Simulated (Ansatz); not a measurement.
### Question
Name crystals whose computed values (PBE in the plane-wave PAW code Ansatz) fall in these windows: gap (eV) 1.5 to 1.9; electron conductivity mass (mₑ) 0.14 to 0.19; B₀ by P(V) fit (GPa) 140 to 180.

### Answer


| crystal | gap (eV) | electron conductivity mass (mₑ) | B₀ by P(V) fit (GPa) |
|---|---|---|---|
| GaN, P4_2/mnm (Ga on 4g, N on 4f) | 1.73 | 0.16 | 160 |
| GaN, zinc blende | 1.54 | 0.14 | 172 |
| GaN, P6_3mc (Ga on 2a, Ga on 2b, N on 2a, N on 2b) | 1.62 | 0.15 | 172 |
Others may fit too.

Typed or built starts, not in the databases checked: GaN, P4_2/mnm (Ga on 4g, N on 4f). Not the usual ambient phase: GaN, P4_2/mnm (Ga on 4g, N on 4f); GaN, P6_3mc (Ga on 2a, Ga on 2b, N on 2a, N on 2b). All cells were relaxed under the symmetry of their starts (and spin orders); stability against distortions was not tested throughout. Spin–orbit coupling is left out wherever it is not named.

Potentials: the later of the program's two PAW sets.
